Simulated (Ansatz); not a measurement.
Here is the system:

Starting cell, BN (zinc blende):

```
BN
1.0
    0.00000     1.80285     1.80285
    1.80285     0.00000     1.80285
    1.80285     1.80285     0.00000
N B
1 1
Direct
  0.75000   0.75000   0.75000
  0.00000   0.00000   0.00000
```

Scan: atom 1 (N, nearest neighbour B at 1.561 Å; its periodic images, 2.5 Å or more away, move with it) is displaced along Cartesian [110], direction (0.707, 0.707, 0.000) in Cartesian axes, by s. The other atoms stay.

These are PBEsol (plane waves to 420 eV, PAW, scalar-relativistic; Ansatz, a program for electronic structure) values and carry that method's errors. k mesh 13×13×13 (Γ-centred), Fermi-Dirac smearing 0.05 eV. Energies are smeared free energies. BN was relaxed with its symmetry unable to fall. ΔE is measured from the undisplaced structure.

The scan covers s from -0.160 to 0.160 Å in 11 points.

Q: Is the energy the same for equal positive and negative displacements?

A: Even: the same for both signs. With its periodic images moving along, the atom's site symmetry in this cell is -43m.

Q: What is the force constant k = d²E/ds² of this move at s = 0?

A: 24.6 eV/Å².

(For displaced atoms, the force is minus the slope of the energy, and its curvature is a force constant, which sets phonon frequencies.)
